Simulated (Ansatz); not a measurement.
CaO (rock salt), relaxed with HSE06 (Ansatz, a quantum-chemistry and plane-wave program, plane waves, PAW): a = b = c = 4.798 Å, α = β = γ = 90.00°.

* **gap (eV)**: 5.31
* **B₀ by P(V) fit (GPa)**: 114

Problem. The same phase is relaxed and computed with PBE in the same code. What are the cell and these values now?

Solution. a = b = c = 4.831 Å, α = β = γ = 90.00°.

- gap (eV) = 3.66
- B₀ by P(V) fit (GPa) = 105

All cells were relaxed under the symmetry of their starts (and spin orders); stability against distortions was not tested throughout.

Potentials: the earlier of the program's two PAW sets.

Ansatz is a plane-wave DFT program.
